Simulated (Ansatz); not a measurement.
Consider the following.

Starting cell, KF (rock salt):

```xyz
4
Lattice="0.0000 5.4208 5.4208 2.7104 2.7104 5.4208 2.7104 2.7104 0.0000" Properties=species:S:1:pos:R:3 pbc="T T T"
F      0.0000     0.0000     0.0000
F      2.7104     5.4208     2.7104
K      2.7104     2.7104     2.7104
K      2.7104     5.4208     5.4208
```

A phonon eigenvector at X = (0.5, 0.5, 0.0) is frozen into this cell: atom i moves by Q times the vector below, so Q is the largest atomic displacement, in Å. The cell is held. It is one choice among 2 degenerate patterns. (q is in reciprocal vectors of the primitive cell; the cell shown is doubled to hold the pattern.)

```
atom      x       y      z
----  -----  ------  -----
F1    0.000  -1.000  0.000
F2    0.000   1.000  0.000
K3    0.000  -0.436  0.000
K4    0.000   0.436  0.000
```

All values below come from PBE (plane waves to 420 eV, PAW, scalar-relativistic; Ansatz, a quantum-chemistry and plane-wave program). k mesh 11×11×11 (Γ-centred), Fermi-Dirac smearing 0.05 eV. The energy includes the smearing's −TS. KF was relaxed with its symmetry unable to fall. ΔE is measured from the undisplaced structure.

The scan covers Q from -0.100 to 0.100 Å in 13 points.

Question: Which space group does the distorted structure have?

Answer: Cmcm (No. 63), lowered from Fm-3m.

Question: What is the energy change at Q = 0.100 Å?

Answer: 30.1 meV/cell.

Question: What harmonic wavenumber does the curvature at Q = 0 give?

Answer: 172 cm⁻¹.

(A displaced cell: forces are minus the slopes of the energy, force constants its curvatures, and phonons follow from these.)
